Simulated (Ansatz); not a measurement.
Notes on Yb2CdS4

```
S Yb Cd
1.0
     0.00000    5.55164    5.55164
     5.55164    0.00000    5.55164
     5.55164    5.55164    0.00000
S Yb Cd
8 4 2
Direct
  0.37700 0.37700 0.37700
  0.38100 0.87300 0.87300
  0.37700 0.37700 0.86900
  0.87300 0.38100 0.87300
  0.86900 0.37700 0.37700
  0.87300 0.87300 0.87300
  0.37700 0.86900 0.37700
  0.87300 0.87300 0.38100
  0.62500 0.62500 0.62500
  0.12500 0.62500 0.62500
  0.62500 0.62500 0.12500
  0.62500 0.12500 0.62500
  0.00000 0.00000 0.00000
  0.25000 0.25000 0.25000
```

Level: PBE, no spin polarisation; 420 eV; 4×4×4 Γ-centred mesh; fermi-dirac occupations (width 0.1114 eV); Ansatz 0.2.0, fixed geometry.

**Charges.** Bader charges in e: Yb +1.71, Cd +0.91, S -1.08. In the mean Yb gives up most and S takes most.
**Forces.** The largest is on S2 (and as large on other atoms): 1.25 eV/Å, components (-0.72, 0.72, 0.72). It makes 180° with the line to a nearest neighbour, Cd13 at 2.44 Å, pointing away from it.
**Formation energy.** -1.32 eV an atom against the elements' usual phases (free molecules for gases, crystals otherwise, with no correction for O₂ or N₂), so it is bound against them; other compounds may still compete. Relaxing would lower it.
**Electronic structure.** It is a metal, with about 17 states/eV a cell as the mean within 0.25 eV of the Fermi level, mostly Yb f (53 %) and S p (43 %).
**Contacts.** S–Cd at 2.44 Å: least valence density 0.48 e/Å³ and ELF 0.30 there. S–Yb at 2.75 Å: least valence density 0.28 e/Å³ and ELF 0.18 there. These are pseudo-fields; inside the PAW spheres they differ from the all-electron ones.

Origin: a database entry at a rescaled volume. Caveats: no spin polarisation, so a magnetic state may lie lower; f levels without a U or exact exchange are poorly placed.
